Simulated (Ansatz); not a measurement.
Bi:
```cif
data_Bi6
_chemical_formula_sum 'Bi6'
_space_group_name_H-M_alt 'R-3m :H'
_space_group_IT_number 166
_space_group_name_Hall '-R 3 2"'
_cell_length_a 4.53285
_cell_length_b 4.53285
_cell_length_c 11.65912
_cell_angle_alpha 90.000
_cell_angle_beta 90.000
_cell_angle_gamma 120.000
loop_
_atom_site_label
_atom_site_type_symbol
_atom_site_symmetry_multiplicity
_atom_site_Wyckoff_symbol
_atom_site_fract_x
_atom_site_fract_y
_atom_site_fract_z
_atom_site_occupancy
Bi1 Bi 6 c 0.00000 0.00000 0.23706 1
```
(The calculation used a cell of 2 atoms; values per cell refer to that cell.)

Relaxed at zero pressure with the program Ansatz at the PBE+D3(BJ) level (PAW).

Q: The volume is lowered by 9 % and shape and atoms relax at that volume. What pressure results, and how do the axes share the change?

A: 4.8 GPa; a -2.2 %, b -2.2 %, c -4.9 %; the energy rises by 42 meV/atom.

Q: Give the new structure.

A: 
Space group R-3m, hexagonal axes (No. 166); a = 4.4342 Å, b = 4.4342 Å, c = 11.0872 Å, α = 90.00°, β = 90.00°, γ = 120.00°

```
atom  site  symmetry       x       y       z
----  ----  --------  ------  ------  ------
Bi      6c        3m  0.0000  0.0000  0.2414
```

The phase is kept; no other phase was compared at this pressure.

Symmetry was held in the PBE+D3(BJ) relaxation. The pairwise dispersion correction was not fitted to metals. Axis ratios of metals converge slowly with the k-mesh, so a and c are less sure than the volume. Scalar-relativistic: spin–orbit coupling is off unless named, which matters more the heavier the elements.

Potentials: the later of the program's two PAW sets.
